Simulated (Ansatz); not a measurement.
Relaxed-ion elastic tensor of SiGe in space group Pmma (No. 51; Si on 2e, Si on 2f, Ge on 2e, Ge on 2f) in GPa (Voigt order), r²SCAN in the plane-wave PAW code Ansatz; density 3.91 g/cm³, 21.39 Å³ per atom.

```
 177  24.8  52.6   0.0   0.0   0.0
24.8   176  52.4   0.0   0.0   0.0
52.6  52.4   147   0.0   0.0   0.0
 0.0   0.0   0.0  74.8   0.0   0.0
 0.0   0.0   0.0   0.0  74.7   0.0
 0.0   0.0   0.0   0.0   0.0  47.5
```

Is the crystal mechanically stable?

Yes: the smallest eigenvalue of C is 47.5 GPa.

Work out the Voigt, Reuss and Hill averages.

K_V = 84.4, K_R = 84.4, K_H = 84.4; G_V = 64.1, G_R = 61.0, G_H = 62.5 GPa.

Give Young's modulus, Poisson's ratio, Pugh's ratio and the universal anisotropy index.

E = 9KG/(3K + G) = 150 GPa; ν = 0.20; K/G = 1.35 (brittle by the Pugh limit of 1.75); A_U = 5G_V/G_R + K_V/K_R − 6 = 0.26.

Estimate the sound speeds and the Debye temperature.

v_l = √((K + 4G/3)/ρ) = 6550 m/s, v_t = √(G/ρ) = 4000 m/s, mean 4420 m/s; Θ = (h/k)(3n/4πV)^(1/3) v_m = 474 K.

Solve the Christoffel equation for the three sound speeds along x, y, z.

Eigenvalues of C_ijkl n_j n_l equal ρv². In km/s, slowest first: x 3.48, 4.37, 6.73; y 3.48, 4.38, 6.72; z 4.37, 4.38, 6.14.

How much does each axis shrink under pressure?

Linear compressibilities β_i = Σ_j S_ij (j = 1 to 3): x 3.9, y 3.9, z 4.0 per TPa.

The start of the workflow was typed in or built on a structure type; neither database checked (COD, Materials Project) lists it. Its standing as an ambient phase is unchecked. The cell was relaxed with r²SCAN under the symmetry of its start; its stability against distortions is not shown here.

Potentials: the later of the program's two PAW sets.
